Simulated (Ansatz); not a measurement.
Ru:
```xyz
4
Lattice="2.6923 0.0000 0.0000 -1.3461 2.3316 0.0000 0.0000 0.0000 8.6434" Properties=species:S:1:pos:R:3 pbc="T T T"
Ru     0.0000     0.0000     0.0000
Ru     1.3461     0.7772     2.1609
Ru     0.0000     0.0000     4.3217
Ru     0.0000     1.5544     6.4826
```

Relaxed with r²SCAN. Special points in fractions of this cell's reciprocal vectors: Γ (0.000, 0.000, 0.000); M (0.500, 0.000, 0.000); K (0.333, 0.333, 0.000); A (0.000, 0.000, 0.500); L (0.500, 0.000, 0.500); H (0.333, 0.333, 0.500).

Q: List the band energies nearest the Fermi level at these points for r²SCAN with spin–orbit coupling in the plane-wave PAW code Ansatz.

A: In eV from the Fermi level; about four levels below and three above (degenerate sets whole), none deeper than 8.9 eV; … stands for higher levels left out; points with the same levels are listed once.

```json
[
 {"k": "Γ", "below": "-0.19 -0.19 -0.02 -0.02", "above": "0.56 0.56 0.64 0.64"},
 {"k": "M", "below": "-1.05 -1.05 -0.98 -0.98", "above": "1.58 1.58 1.60 1.60"},
 {"k": "K", "below": "-1.25 -1.25 -1.15 -1.15", "above": "0.08 0.08 0.13 0.13"},
 {"k": "A", "below": "-0.40 -0.40 -0.40 -0.40", "above": "…"},
 {"k": "L", "below": "-0.35 -0.35 -0.35 -0.35", "above": "0.86 0.86 0.86 0.86"},
 {"k": "H", "below": "-0.38 -0.38 -0.22 -0.22", "above": "1.15 1.15 1.24 1.24"}
]
```

Space group P6_3/mmc (dhcp (α-La type)). The start of the workflow was typed in or built on a structure type. Its sites differ from those of the usual phase in this space group: another stacking or structure type. The r²SCAN relaxation kept the symmetry of its start; its stability against distortions is not shown here. No spin polarisation was allowed.

Potentials: the earlier of the program's two PAW sets.
